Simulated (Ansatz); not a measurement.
The calculation used Ansatz, DFT PBE, scalar-relativistic, plane waves, PAW. Settings: cutoff 420 eV, Γ-centred meshes spaced at most about 0.3 Å⁻¹, and about 0.25 Å⁻¹ or finer for metals (2π included), Gaussian smearing. Collinear spin in cells that started with moments and kept them past the coarse steps, no spin elsewhere.

All energies are static (0 K, no zero-point motion).

Two relaxed structures of ScSbTe3:

A. (site moments Sc 0.4 μB)

```
CELL_PARAMETERS angstrom
5.67008 0.00000 0.00000
0.00000 5.67008 0.00000
0.00000 0.00000 5.67008
ATOMIC_POSITIONS crystal
Sc 0.00000 0.00000 0.00000
Sb 0.50000 0.50000 0.50000
Te 0.00000 0.50000 0.50000
Te 0.50000 0.00000 0.50000
Te 0.50000 0.50000 0.00000
```

B. (site moments under 0.1 μB)

```
CELL_PARAMETERS angstrom
4.00936 0.00000 0.00000
0.00000 4.00936 0.00000
0.00000 0.00000 10.15671
ATOMIC_POSITIONS crystal
Sc 0.50000 0.50000 0.50000
Sb 0.50000 0.50000 0.00000
Te 0.00000 0.00000 0.50000
Te 0.00000 0.00000 0.83710
Te 0.00000 0.00000 0.16290
```

Problem. Which form is favoured at zero pressure, and by what margin per atom?

Solution. B is lower, by 0.40 eV/atom. A has the cubic perovskite type, space group Pm-3m (No. 221), 36.5 Å³/atom and no gap on its mesh; B has space group P4/mmm (No. 123), 32.7 Å³/atom and no gap. Counting Te atoms around Sb and Sc (those within 1.25 times the shortest such distance or 1.15 times the sum of covalent radii; the shortest distance is added where it is long for a bond), A has Sc 12 from 4.0 Å, Sb 6 and B has Sc 4, Sb 8 from 3.3 Å. Their magnetic states differ too. The denser one is the lower, and pressure would at first widen the difference. Both come from invented guesses. A third cell relaxed alike, in R3m, lies 0.44 eV/atom below the lower of the two.

These runs have no spin–orbit coupling, which can matter for Sb and Te. The magnetic state reached may not be the lowest. Cells relaxed within their symmetry can be saddle points. Some structure types and database cells were kept out of the candidates from the start, so a known form may be missing.
